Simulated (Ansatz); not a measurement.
Mg$_{2}$O:
```yaml
crystal:
  lattice:
    - [1.51726, 0.87599, 4.99517]
    - [-1.51726, 0.87599, 4.99517]
    - [0.00000, -1.75198, 4.99517]
  atoms:
    - { symbol: Mg, position: [0.74900, 0.74900, 0.74900] }
    - { symbol: Mg, position: [0.25100, 0.25100, 0.25100] }
    - { symbol: O, position: [0.00000, 0.00000, 0.00000] }
```

Relaxed with r²SCAN+D4. Special points in fractions of this cell's reciprocal vectors: Γ (0.000, 0.000, 0.000); T (0.500, 0.500, 0.500); H2 (0.813, 0.187, 0.500); H0 (0.500, -0.187, 0.187); L (0.500, 0.000, 0.000); S0 (0.344, -0.344, 0.000); S2 (0.656, 0.000, 0.344); F (0.500, 0.000, 0.500).

Task: List the band energies nearest the Fermi level at these points for the program Ansatz at the r²SCAN+D4 level (PAW).

Result: In eV from the Fermi level; about four levels below and three above (degenerate sets whole), none deeper than 8.9 eV; … stands for higher levels left out; points with the same levels are listed once.

```json
[
 {"k": "Γ", "below": "-7.66 -6.23 -5.08 -5.08", "above": "2.86 3.23 …"},
 {"k": "T", "below": "-5.07 -5.07 -3.55 -0.63", "above": "5.98 9.12 …"},
 {"k": "H2", "below": "-7.68 -7.30 -6.48", "above": "0.02 1.55 1.90"},
 {"k": "L", "below": "-6.54 -5.72 -0.66 -0.34", "above": "2.55 7.69 …"},
 {"k": "S0", "below": "-7.59 -7.40 -6.45", "above": "0.17 1.52 1.74"},
 {"k": "F", "below": "-8.45 -6.68 -5.72 -1.47", "above": "0.51 5.10 5.46"}
]
```

Space group R-3m. The start of the workflow was typed in or built on a structure type; neither database checked (COD, Materials Project) lists it. Whether it is the stable phase at ambient conditions was not checked. The cell was relaxed with r²SCAN+D4 under the symmetry of its start; its stability against distortions is not shown here. The volume moved by -17 % from the start of the relaxation.

Potentials: the earlier of the program's two PAW sets. The files were generated under PBE; for other functionals the program regenerates the frozen cores, and for LDA and PBEsol the local potential too.
